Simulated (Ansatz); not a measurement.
LaAl2Ge2 in space group P-3m1 (No. 164; La on 1a, Al on 2d, Ge on 2d), plane-wave PAW r²SCAN (Ansatz code), all energies at zero smearing, with the estimated change up to a 700 eV cutoff added, with one set of potentials and settings (totals compare only within such a set). Cell of 5 atoms (1 La, 2 Al, 2 Ge): -15954.066 eV.

```csv
element,reference phase,E (eV/atom)
La,"P6_3/mmc, 4 atoms in the cell",-6264.6784
Al,"Fm-3m, 1 atoms in the cell",-540.4083
Ge,"Fd-3m, 2 atoms in the cell",-4302.9041
```

Formation energy per atom, worked out: (-15954.066 − 1×(-6264.6784) − 2×(-540.4083) − 2×(-4302.9041))/5 = -0.553 eV/atom (-53 kJ per mol of atoms), at 0 K, without zero-point energy or fitted corrections.

The workflow started from a Materials Project entry (that database holds measured and hypothetical structures alike); the Crystallography Open Database files this formula in space group No. 164, but the cells were not matched. Whether it is the stable phase at ambient conditions was not checked. Symmetry was held in the r²SCAN relaxation; whether a distortion lowers the energy is not shown. The references are the lowest solids computed at this level, not always the standard phases. Spin–orbit coupling is left out wherever it is not named.

Potentials: the later of the program's two PAW sets.
